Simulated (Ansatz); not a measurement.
Geometry optimisation in Ansatz: input, command and trajectory.

```yaml
crystal:
  lattice:
    - [0.0, 6.2539627981, 6.2539627981]
    - [6.2539627981, 0.0, 6.2539627981]
    - [6.2539627981, 6.2539627981, 0.0]
  atoms:
    - { symbol: K, position: [0.5, 0.5, 0.5] }
    - { symbol: Cs, position: [0.75, 0.75, 0.75] }
    - { symbol: Cs, position: [0.25, 0.25, 0.25] }
    - { symbol: As, position: [0.0, 0.0, 0.0] }
    - { symbol: I, position: [0.7687553759, 0.2312446241, 0.2312446241] }
    - { symbol: I, position: [0.2312446241, 0.2312446241, 0.7687553759] }
    - { symbol: I, position: [0.2312446241, 0.7687553759, 0.7687553759] }
    - { symbol: I, position: [0.2312446241, 0.7687553759, 0.2312446241] }
    - { symbol: I, position: [0.7687553759, 0.2312446241, 0.7687553759] }
    - { symbol: I, position: [0.7687553759, 0.7687553759, 0.2312446241] }
basis:
  ecutwfc: 500
kpoints:
  mp_grid: { grid: [4, 4, 4] }
hamiltonian:
  xc: r2scan
scf:
  occupations: { method: gaussian, width: 0.02 }
output:
  forces: true
  stress: true
  eigenvalues: true
relax:
  adjacent_minimum: "off"
  f_tol: 0.01
  max_steps: 30
```

```bash
ansatz run input.yaml --threads 2 --pin off --max-ram 5120MiB --backend cpu --events-out ev --progress --plain --runs-dir out
```

The calculation used DFT r2SCAN, scalar-relativistic, plane waves, PAW (Ansatz 0.2.0).

The volume is held at 1.03 times that of the relaxed cell.

Of 3 frames 3 are shown, positions in Å and forces in eV/Å; the SCF threshold varies from step to step.

```xyz
10
Lattice="0.0000 6.2540 6.2540 6.2540 0.0000 6.2540 6.2540 6.2540 0.0000" Properties=species:S:1:pos:R:3:forces:R:3 pbc="T T T" step=1 free_energy_over_end_meV_per_atom=0.51
K     6.2540    6.2540    6.2540    0.0000    0.0000    0.0000
Cs    9.3809    9.3809    9.3809    0.0000    0.0000    0.0000
Cs    3.1270    3.1270    3.1270    0.0000    0.0000    0.0000
As    0.0000    0.0000    0.0000    0.0000    0.0000    0.0000
I     2.8924    6.2540    6.2540   -0.1085    0.0000    0.0000
I     6.2540    6.2540    2.8924    0.0000    0.0000   -0.1085
I     9.6155    6.2540    6.2540    0.1085    0.0000    0.0000
I     6.2540    2.8924    6.2540    0.0000   -0.1085    0.0000
I     6.2540    9.6155    6.2540    0.0000    0.1085    0.0000
I     6.2540    6.2540    9.6155    0.0000    0.0000    0.1085
10
Lattice="0.0000 6.2540 6.2540 6.2540 0.0000 6.2540 6.2540 6.2540 0.0000" Properties=species:S:1:pos:R:3:forces:R:3 pbc="T T T" step=2 free_energy_over_end_meV_per_atom=0.00
K     6.2540    6.2540    6.2540    0.0000    0.0000    0.0000
Cs    9.3809    9.3809    9.3809    0.0000    0.0000    0.0000
Cs    3.1270    3.1270    3.1270    0.0000    0.0000    0.0000
As    0.0000    0.0000    0.0000    0.0000    0.0000    0.0000
I     2.8777    6.2540    6.2540   -0.0059    0.0000    0.0000
I     6.2540    6.2540    2.8777    0.0000    0.0000   -0.0059
I     9.6302    6.2540    6.2540    0.0059    0.0000    0.0000
I     6.2540    2.8777    6.2540    0.0000   -0.0059    0.0000
I     6.2540    9.6302    6.2540    0.0000    0.0059    0.0000
I     6.2540    6.2540    9.6302    0.0000    0.0000    0.0059
10
Lattice="0.0000 6.2540 6.2540 6.2540 0.0000 6.2540 6.2540 6.2540 0.0000" Properties=species:S:1:pos:R:3:forces:R:3 pbc="T T T" step=3 free_energy_over_end_meV_per_atom=0.00
K     6.2540    6.2540    6.2540    0.0000    0.0000    0.0000
Cs    9.3809    9.3809    9.3809    0.0000    0.0000    0.0000
Cs    3.1270    3.1270    3.1270    0.0000    0.0000    0.0000
As    0.0000    0.0000    0.0000    0.0000    0.0000    0.0000
I     2.8777    6.2540    6.2540   -0.0059    0.0000    0.0000
I     6.2540    6.2540    2.8777    0.0000    0.0000   -0.0059
I     9.6302    6.2540    6.2540    0.0059    0.0000    0.0000
I     6.2540    2.8777    6.2540    0.0000   -0.0059    0.0000
I     6.2540    9.6302    6.2540    0.0000    0.0059    0.0000
I     6.2540    6.2540    9.6302    0.0000    0.0000    0.0059
```

Time: 95 s on 2 threads of Arm Neoverse V1, on a shared host, peak memory 2.6 GiB.